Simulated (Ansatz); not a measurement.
Ge (diamond)

```yaml
crystal:
  lattice:
    - [0.00000, 2.88111, 2.88111]
    - [2.88111, 0.00000, 2.88111]
    - [2.88111, 2.88111, 0.00000]
  atoms:
    - { symbol: Ge, position: [0.50000, 0.50000, 0.50000] }
    - { symbol: Ge, position: [0.75000, 0.75000, 0.75000] }
```

In this cell atom 2 (Ge, nearest neighbour Ge at 2.495 Å; its periodic images, 4.1 Å or more away, move with it) is moved by s along Cartesian x, unit vector (1.000, 0.000, 0.000); all other atoms and the cell stay fixed.

The numbers are results of PBE (plane waves to 420 eV, PAW, scalar-relativistic; Ansatz, a quantum-chemistry and plane-wave program), not measurements. k mesh 11×11×11 (Γ-centred), Fermi-Dirac smearing 0.05 eV. Energies are smeared free energies. With partly filled bands, energies and forces of such displacements shift with the k mesh and the smearing. Ge was relaxed with its symmetry unable to fall. The PAW data are Ansatz's earlier set. ΔE is measured from the undisplaced structure. The last digit holds for this mesh only.

| s (Å) | ΔE (meV/cell) |
|---|---|
| -0.750 | 2120.4 |
| -0.600 | 1492.8 |
| -0.450 | 909.5 |
| -0.300 | 427.8 |
| -0.150 | withheld |
| 0.000 | 0.0 |
| 0.150 | withheld |
| 0.300 | 427.8 |
| 0.450 | 909.5 |
| 0.600 | 1492.8 |
| 0.750 | 2120.4 |

Problem. Fit an even polynomial form (powers 2, 4, 6) to the given rows and predict ΔE at s = -0.150.

Solution. Least squares on the 9 given rows: ΔE = (4990)·s² + (-2646)·s⁴ + (846.0)·s⁶, in meV/cell with s in Å; root-mean-square residual 0.35 meV/cell. At -0.150 the fit gives 110.9 meV/cell; the calculation gives 109.7 meV/cell, so the interpolation is off by 1.2 (+1.1 %). The quadratic term alone would give 112.3 meV/cell.

(For displaced atoms, the force is minus the slope of the energy, and its curvature is a force constant, which sets phonon frequencies.)
